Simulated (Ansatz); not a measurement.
**Ag: energy along a strain**

Ag, Im-3m, a = 3.311 Å (as given, not relaxed at this level: -3.6 GPa). This isn't the element's structure at ambient conditions. Ansatz: r2SCAN, PAW, 500 eV, Γ-centred 20×20×20 mesh on 1 atom, Gaussian smearing 0.15 eV; no spin polarisation. Cell vectors (Å): -1.656 1.656 1.656; 1.656 -1.656 1.656; 1.656 1.656 -1.656. The cell is strained by x per cent times the pattern (0 0 0 1 0 0) in the order xx yy zz yz xz xy (engineering shears), with fractional coordinates held. y is the free energy over the start, V0 = 18.154 Å³/atom. Symmetry makes y even in x. Points with a strain past 8.5 % were computed too (4) and aren't used here.

```
x (%) y (meV/atom)
-7.50         11.98
 0.00          0.00
 1.87          0.71
 3.75          2.87
 5.62             ?
```

Question: Fit y = c2 x² + c4 x⁴ to the other rows, get the stiffness along the pattern, and predict the missing energy.

Answer: Least squares on the rows shown. y = 0.2012 x² + 0.0002087 x⁴. The clamped-ion stiffness p·C·p = 2 × 2.012 eV × 160.2 / 18.154 Å³ = 36 GPa, which is C44 in these axes (second derivative at the start, which stands under stress). At x = 5.62 the fit asked for gives 6.56 meV/atom. The run gave 6.53 meV/atom, so the fit is 0.03 meV/atom too high, a small miss on the scale of the series.